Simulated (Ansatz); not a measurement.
**A series in space group Pm-3m**

All 4 crystals share space group Pm-3m (No. 221) and the same kinds of sites, 2 atoms in the primitive cell. They are database entries and needn't be the stable phases. The set is a selection: crystals with a Fermi surface that the mesh didn't resolve were left out. Cells are relaxed by PAW under the functional.

Quantity: Fermi-surface sums. Level: PBEsol, all-electron LAPW in Ansatz 0.2.0, scalar-relativistic.

| crystal | cell (conventional) | fine k mesh | smearing (eV) |
| --- | --- | --- | --- |
| NbRu | a = 3.139 Å | 16×16×16 | 0.05 |
| TaRu | a = 3.140 Å | 16×16×16 | 0.05 |
| ScAl | a = 3.345 Å | 16×16×16 | 0.08 |
| ScCu | a = 3.209 Å | 16×16×16 | 0.05 |

Task: Rank them by Fermi speed, lowest first.
A. ScCu
B. ScAl
C. NbRu
D. TaRu

Result: D (0.31×10⁶ m/s), C (0.34×10⁶ m/s), B (0.47×10⁶ m/s), A (0.52×10⁶ m/s).

All values:

```json
{"crystal": "NbRu", "N(E_F) (states/eV/atom)": "1.67", "ħω_p (r.m.s. of x, y, z) (eV)": "6.6", "Fermi speed (10⁶ m/s)": "0.34"}
{"crystal": "TaRu", "N(E_F) (states/eV/atom)": "1.88", "ħω_p (r.m.s. of x, y, z) (eV)": "6.5", "Fermi speed (10⁶ m/s)": "0.31"}
{"crystal": "ScAl", "N(E_F) (states/eV/atom)": "0.38", "ħω_p (r.m.s. of x, y, z) (eV)": "3.6", "Fermi speed (10⁶ m/s)": "0.47"}
{"crystal": "ScCu", "N(E_F) (states/eV/atom)": "0.63", "ħω_p (r.m.s. of x, y, z) (eV)": "5.3", "Fermi speed (10⁶ m/s)": "0.52"}
```

Limits of these numbers: large density of states at the Fermi level, a magnetic or distorted state may lie lower (NbRu, TaRu); these sums move with the mesh, by several per cent and more for small sheets; no spin-orbit coupling on heavy atoms (TaRu).
